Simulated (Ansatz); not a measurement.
CrB4:
```yaml
crystal:
  lattice:
    - [-1.42433, 2.36585, 2.73030]
    - [1.42433, -2.36585, 2.73030]
    - [1.42433, 2.36585, -2.73030]
  atoms:
    - { symbol: Cr, position: [0.00000, 0.00000, 0.00000] }
    - { symbol: B, position: [0.53816, 0.34219, 0.19597] }
    - { symbol: B, position: [0.46184, 0.65781, 0.80403] }
    - { symbol: B, position: [0.14622, 0.34219, 0.80403] }
    - { symbol: B, position: [0.85378, 0.65781, 0.19597] }
```

Relaxed with r²SCAN. Special points in fractions of this cell's reciprocal vectors: Γ (0.000, 0.000, 0.000); X (0.500, 0.500, -0.500); F2 (0.318, 0.682, -0.318); Σ0 (-0.318, 0.318, 0.318); Y0 (0.438, -0.438, 0.438); U0 (0.562, 0.438, -0.438); R (0.000, 0.500, 0.000); W (0.250, 0.250, 0.250); S (0.500, 0.000, 0.000); T (0.000, 0.000, 0.500).

Q: List the band energies nearest the Fermi level at these points for r²SCAN (plane waves, PAW; program Ansatz).

A: In eV from the Fermi level; about four levels below and three above (degenerate sets whole), none deeper than 8.9 eV; points with the same levels are listed once.

| k | below | above |
|---|---|---|
| Γ | -4.55 -2.78 -2.57 -0.77 | 3.51 4.21 4.71 |
| X | -2.27 -1.79 -0.70 0.00 | 0.11 0.76 2.99 |
| F2 | -4.08 -3.44 -2.22 -0.20 | 1.19 1.82 2.59 |
| Y0 | -1.81 -0.46 -0.24 -0.15 | 1.22 3.06 3.35 |
| R | -4.76 -4.32 -3.89 -2.00 | 1.71 3.17 3.18 |
| W | -4.28 -3.49 -2.87 -1.32 | 1.58 1.58 3.46 |
| S | -3.22 -2.96 -2.04 -0.20 | 0.13 2.87 3.91 |
| T | -4.78 -4.61 -1.85 -0.45 | 1.00 1.79 3.06 |

Space group Immm. The workflow started from a Materials Project entry (that database holds measured and hypothetical structures alike); the Crystallography Open Database files this formula in space group No. 71, but the cells were not matched. Whether it is the stable phase at ambient conditions was not checked. Symmetry was held in the r²SCAN relaxation; its stability against distortions is not shown here. The run is not spin-polarised.

Potentials: the later of the program's two PAW sets.
